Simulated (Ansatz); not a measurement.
YIn2Ni:
```cif
data_In8Ni4Y4
_chemical_formula_sum 'Ni4 Y4 In8'
_space_group_name_H-M_alt 'Cmcm'
_space_group_IT_number 63
_space_group_name_Hall '-C 2c 2'
_cell_length_a 4.31243
_cell_length_b 10.46766
_cell_length_c 7.29913
_cell_angle_alpha 90.000
_cell_angle_beta 90.000
_cell_angle_gamma 90.000
loop_
_atom_site_label
_atom_site_type_symbol
_atom_site_symmetry_multiplicity
_atom_site_Wyckoff_symbol
_atom_site_fract_x
_atom_site_fract_y
_atom_site_fract_z
_atom_site_occupancy
Ni1 Ni 4 c 0.00000 0.21253 0.75000 1
Y1 Y 4 c 0.00000 0.06751 0.25000 1
In1 In 8 f 0.00000 0.35537 0.04970 1
```
(The calculation used a cell of 8 atoms; values per cell refer to that cell.)

This is the r²SCAN-relaxed structure.

Question: All from r²SCAN (plane waves, PAW; program Ansatz), unless another level is named. Predict the density of states at the Fermi level.

Answer: 0.41 states/eV per atom (mean over ±0.08 eV).

Question: And the formation energy from the elements (no fitted shifts)?

Answer: -547 meV/atom.

The workflow started from an entry of the Crystallography Open Database (COD). Whether it is the stable phase at ambient conditions was not checked. The cell was relaxed with r²SCAN under the symmetry of its start; whether a distortion lowers the energy is not shown. The workflow began spin-polarised and lost its moments. The references are the lowest solids computed at this level, not always the standard phases. Scalar-relativistic: spin–orbit coupling is off unless named, which matters more the heavier the elements.

Potentials: the later of the program's two PAW sets.
